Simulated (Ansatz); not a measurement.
One crystal and one scan (energy over volume and axial ratio) at two levels, PBE (plane waves to 420 eV, PAW, scalar-relativistic; Ansatz, a program for electronic structure) and r2SCAN (plane waves to 500 eV, PAW, scalar-relativistic; Ansatz), each from its own relaxed cell and on its own mesh. The cell shown is that of PBE.

CdS (zinc blende)

```
CdS
1.0
    0.00000     2.96331     2.96331
    2.96331     0.00000     2.96331
    2.96331     2.96331     0.00000
S Cd
1 1
Direct
  0.75000   0.75000   0.75000
  0.00000   0.00000   0.00000
```

The relaxed cell is deformed in two ways at once: its volume V is scaled, and at that volume it is stretched along z (the c axis of the conventional cell) so that c/a changes. Fractional atomic positions are held.

The energy includes the smearing's −TS. CdS was relaxed with its symmetry unable to fall. Percentages come from the unrounded values. Both scans cover V/V₀ from 0.960 to 1.040 and (c/a)/(c/a)₀ from 0.880 to 1.120.

Results of PBE:

```
Property                                                     Value
-----------------------------------------------------------  -----
Lattice constant a (Å)                                       5.927
Shear modulus C′ = (C11 − C12)/2 (fit, atoms clamped) (GPa)    9.8
```

What does r2SCAN give for the same quantities?


| quantity | r2SCAN | PBE − r2SCAN |
|---|---|---|
| Lattice constant a (Å) | 5.878 | +0.049 (+0.8 %) |
| Shear modulus C′ = (C11 − C12)/2 (fit, atoms clamped) (GPa) | 9.2 | +0.6 (+7 %) |

PBE gives the higher value for: lattice constant a; shear modulus C′.

(Under strain, the slope of the energy per volume gives the stress and its curvature an elastic modulus.)
